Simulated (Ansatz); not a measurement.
An Ansatz (a quantum-chemistry and plane-wave program) input:

Ansatz 0.2 input:
```yaml
crystal:
  lattice:
    - [1.3944731407, -4.6374532669, 0.0]
    - [1.3944731407, 4.6374532669, 0.0]
    - [0.0, 0.0, 7.1491518089]
  atoms:
    - { symbol: Ga, position: [0.2483913546, 0.7516086454, 0.25] }
    - { symbol: Ga, position: [0.7516086454, 0.2483913546, 0.75] }
    - { symbol: Ga, position: [0.0, 0.0, 0.5] }
    - { symbol: Ga, position: [0.0, 0.0, 0.0] }
    - { symbol: O, position: [0.3618301071, 0.6381698929, 0.9258096639] }
    - { symbol: O, position: [0.6381698929, 0.3618301071, 0.0741903361] }
    - { symbol: O, position: [0.6381698929, 0.3618301071, 0.4258096639] }
    - { symbol: O, position: [0.3618301071, 0.6381698929, 0.5741903361] }
    - { symbol: O, position: [0.1052974355, 0.8947025645, 0.75] }
    - { symbol: O, position: [0.8947025645, 0.1052974355, 0.25] }
kpoints:
  mp_grid: { grid: [6, 6, 3] }
hamiltonian:
  xc: hse06
  pseudopotentials: { kind: paw }
scf:
  n_extra_bands: 10
  occupations: { method: fixed }
output:
  eigenvalues: true
  eigenstates:
    e_range: [-9.0, 10.2]
    kpoints:
      - [-0.057292, -0.057292, 0.0]  # VBM
      - [0.0, 0.0, 0.0]  # CBM
      - [0.0, 0.0, 0.0]  # GAMMA
      - [-0.5, 0.5, 0.0]  # Y
      - [-0.5, 0.5, 0.5]  # T
      - [0.0, 0.0, 0.5]  # Z
      - [0.0, 0.5, 0.0]  # S
      - [0.0, 0.5, 0.5]  # R
      - [0.2726048289, 0.2726048289, 0.0]  # SIGMA_0
      - [-0.2726048289, 0.7273951711, 0.0]  # C_0
      - [0.2726048289, 0.2726048289, 0.5]  # A_0
      - [-0.2726048289, 0.7273951711, 0.5]  # E_0
```

Q: How many symmetry operations and irreducible k-points will the run report?

A: 8 operations, 26 of 108 k-points.

Q: With a cutoff of 420 eV, how many plane waves at Γ?

A: 1805.

It took roughly 9 core-minutes on shared server cores.

The points marked VBM and CBM come from a semilocal run.

Space group Cmcm. The workflow started from a Materials Project entry (that database holds measured and hypothetical structures alike); the Crystallography Open Database copy checked does not list it. It is not the phase usual at ambient conditions (space group No. 12, 167). The PBEsol relaxation kept the symmetry of its start. At this level the phase is mechanically unstable.

Potentials: the later of the program's two PAW sets.

Ansatz is a plane-wave DFT program.
